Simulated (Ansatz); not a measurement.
Cd$_{15}$O$_{16}$Sc in space group Im-3m (No. 229; Pearson symbol cI64), r²SCAN (plane waves, PAW; program Ansatz), all energies at zero smearing, with the estimated change up to a 700 eV cutoff added, with one set of potentials and settings (totals compare only within such a set). Cell of 32 atoms (15 Cd, 16 O, 1 Sc): -135264.765 eV.

| element | reference phase | E (eV/atom) |
|---|---|---|
| Cd | P6_3/mmc, 2 atoms in the cell | -8268.1834 |
| O | C2/m, 4 atoms in the cell, spin-polarised | -566.0281 |
| Sc | P6_3/mmc, 2 atoms in the cell | -2140.5738 |

Formation energy per atom, worked out: (-135264.765 − 15×(-8268.1834) − 16×(-566.0281) − 1×(-2140.5738))/32 = -1.406 eV/atom (-136 kJ per mol of atoms), at 0 K, without zero-point energy or fitted corrections.

The start of the workflow was typed in or built on a structure type; neither database checked (COD, Materials Project) lists it. Its standing as an ambient phase is unchecked. The cell was relaxed with r²SCAN under the symmetry of its start; whether a distortion lowers the energy is not shown. No spin polarisation was allowed. The references are the lowest solids computed at this level, not always the standard phases (solids in place of the gases).

Potentials: the later of the program's two PAW sets.
